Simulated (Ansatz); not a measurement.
An Ansatz input and the part of its output that reports the observables at the nuclei.

The cell is a Materials Project structure (computed, not necessarily an observed phase).

```yaml
crystal:
  lattice:
    - [5.620954, 0.0, 0.0]
    - [0.0, 5.620954, 0.0]
    - [0.0, 0.0, 5.948466]
  atoms:
    - { symbol: Mg, position: [0.0, 0.0, 0.0] }
    - { symbol: Mg, position: [0.5, 0.5, 0.5] }
    - { symbol: B, position: [0.750096, 0.250096, 0.75] }
    - { symbol: B, position: [0.249904, 0.749904, 0.75] }
    - { symbol: B, position: [0.749904, 0.750096, 0.25] }
    - { symbol: B, position: [0.250096, 0.249904, 0.25] }
    - { symbol: H, position: [0.717916, 0.460236, 0.788909] }
    - { symbol: H, position: [0.282084, 0.539764, 0.788909] }
    - { symbol: H, position: [0.539764, 0.717916, 0.211091] }
    - { symbol: H, position: [0.460236, 0.282084, 0.211091] }
    - { symbol: H, position: [0.673283, 0.138515, 0.910208] }
    - { symbol: H, position: [0.326717, 0.861485, 0.910208] }
    - { symbol: H, position: [0.861485, 0.673283, 0.089792] }
    - { symbol: H, position: [0.138515, 0.326717, 0.089792] }
    - { symbol: H, position: [0.960236, 0.217916, 0.711091] }
    - { symbol: H, position: [0.039764, 0.782084, 0.711091] }
    - { symbol: H, position: [0.782084, 0.960236, 0.288909] }
    - { symbol: H, position: [0.217916, 0.039764, 0.288909] }
    - { symbol: H, position: [0.638515, 0.173283, 0.589792] }
    - { symbol: H, position: [0.361485, 0.826717, 0.589792] }
    - { symbol: H, position: [0.826717, 0.638515, 0.410208] }
    - { symbol: H, position: [0.173283, 0.361485, 0.410208] }
kpoints:
  mp_grid: { grid: [5, 5, 5] }
scf:
  occupations: { method: fermi_dirac, width: 0.02 }
hamiltonian:
  xc: pbe
  pseudopotentials: { kind: paw }
output:
  forces: true
  stress: true
  populations: true
  efg:
    quadrupole_moments_barn: { Mg: 0.1994, B: 0.04059, H: 0.00285783 }
    contact_densities: true
  write_density: true
  write_potential: true
  elf: true
  volumetric_format: npy
```

```sh
ansatz run input.yaml --threads 1 --pin off --max-ram 2560MiB --backend cpu --events-out ev --progress --plain --runs-dir out
```

Of the output, the block on the nuclei alone is shown; the set-up, the SCF iterations, energies, forces and stress are cut. One atom of each set with nearly equal values is shown.

```
--- PAW observables at the nuclei: V_zz in 10²¹ V/m², potentials from the cell's mean, atoms counted from 1 ---
  atom   1  Mg V_zz =    -0.095518   η = 0.0000   by run symmetry: allowed   C_q = -0.4605 MHz
            electrostatic potential = -1093.927565 V   contact ρ = 7796.100371 e/Å³
  atom   3  B  V_zz =    +0.404960   η = 0.0789   by run symmetry: allowed   C_q = +0.3975 MHz
            electrostatic potential = -318.793478 V   contact ρ = 486.049713 e/Å³
  atom   7  H  V_zz =    +1.785351   η = 0.1846   by run symmetry: allowed   C_q = +0.1234 MHz
            electrostatic potential = -36.604667 V   contact ρ = 3.157108 e/Å³
  atom  11  H  V_zz =    +1.751696   η = 0.2084   by run symmetry: allowed   C_q = +0.1210 MHz
            electrostatic potential = -36.455707 V   contact ρ = 3.156402 e/Å³
```

Hardware: 1 thread of Intel Xeon 6975P-C (Granite Rapids) (x86_64; 16 cores open to the job, memory cap 2.5 GiB, no GPU), a shared host with a load of 0.5 a core. Wall time 8.8 s, CPU time 8.8 s, peak memory 0.48 GiB.

The lattice is static: at room temperature BH₄ may turn and average the couplings of its hydrogen.
